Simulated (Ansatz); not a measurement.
ZnS (zinc blende, F-43m), DFT-PBE in the program Ansatz with PAW potentials. The conduction-band minimum lies at Γ, with 1 equivalent valley. Second derivatives d²E/dk² of the lowest band at one valley (eV·Å²), along Cartesian directions:

| direction | d²E/dk² |
|---|---|
| [100] | 45.57 |
| [010] | 45.57 |
| [001] | 45.57 |
| [110] | 45.54 |
| [101] | 45.54 |
| [011] | 45.54 |

**Question.** Find the principal effective masses, the density-of-states mass and the conductivity mass.

**Answer.** Off-diagonal terms follow from H_xy = H[110] − (H_xx + H_yy)/2, and m*/mₑ = 7.620 eV·Å² over each eigenvalue: 0.17, 0.17, 0.17. One valley's DOS mass (m₁m₂m₃)^(1/3) = 0.17, conductivity mass 3/(Σ 1/mᵢ) = 0.17 mₑ.

**Question.** What effective density of states Nc follows at 300 K for parabolic valleys?

**Answer.** Nc = 2.509e19 × 1 × (0.17)^(3/2) ≈ 1.8e18 cm⁻³.

Symmetry was held in the PBE relaxation.

Potentials: the earlier of the program's two PAW sets.

Edges and masses are those of Kohn–Sham bands, whose gap is no quasiparticle gap.
